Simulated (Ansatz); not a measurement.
P, first-principles data

P:
```xyz
2
Lattice="0.0000 2.7156 2.7156 2.7156 0.0000 2.7156 2.7156 2.7156 0.0000" Properties=species:S:1:pos:R:3 pbc="T T T"
P      1.3578     1.3578     1.3578
P      0.0000     0.0000     0.0000
```

Space group Fd-3m (No. 227), diamond; conventional cell a = b = c = 5.431 Å, α = β = γ = 90.00°.

Method: the program Ansatz at the r²SCAN level (PAW). Geometry: relaxed at this level of theory. Other levels are named where they apply.

### Cell and energy

Volume per atom: 20.03 Å³
Density: 2.57 g/cm³

### Electronic structure

- Electronic character = metallic (no gap)
- Density of states at the Fermi level = 0.56 states/eV per atom (mean over ±0.08 eV)

### Mechanics

- Bulk modulus (Birch–Murnaghan fit) = 42.4 GPa
- Pressure derivative B′ = 3.5
- Elastic constants (relaxed ions, GPa) = C11 = -9.3, C12 = 70.2, C44 = -77.8
- Mechanical stability = unstable (C has a negative eigenvalue)

### Phonons

- Highest zone-centre frequency = 146 cm^-1
- Zone-centre stability = no imaginary mode at Γ

The cell is a constructed one: a structure type filled with these elements; neither database checked (COD, Materials Project) lists it. It is not the phase usual at ambient conditions (space group No. 64). The cell was relaxed with r²SCAN under the symmetry of its start. As this level gives no gap, shear constants depend on the k-mesh and smearing (Fermi–Dirac, 0.1 eV here). As this level gives no gap, phonon frequencies hold no LO–TO term and depend on the k-mesh and smearing (Fermi–Dirac, 0.1 eV here).

Potentials: the later of the program's two PAW sets.
